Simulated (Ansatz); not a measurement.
Run times of several calculations on HfO2 with an O vacancy

HfO2 with an O vacancy, cell charge +1. Cell: 23 atoms, space group P1, a = 7.373 Å, b = 6.698 Å, c = 7.244 Å, α = 63.71°, β = 65.60°, γ = 61.75°.

All runs are DFT with Ansatz 0.2.0 on 4 threads of Arm Neoverse N1 (aarch64; 8 cores open to the job, memory cap 8.0 GiB, no GPU), a shared host.

Problem. Rank the runs by wall time, shortest first.
A. single point, PBE, collinear spin, 420 eV, 3×3×3 k-points, smearing 0.01 eV
B. single point at relaxed positions, r2SCAN, collinear spin, 500 eV, 3×3×3 k-points, smearing 0.01 eV
C. relaxation of the ions, PBE, collinear spin, 420 eV, 3×3×3 k-points, smearing 0.01 eV

Solution. A (3.8 min, 1.9 GiB), B (6.6 min, 2.7 GiB), C (13 min, 2.2 GiB).
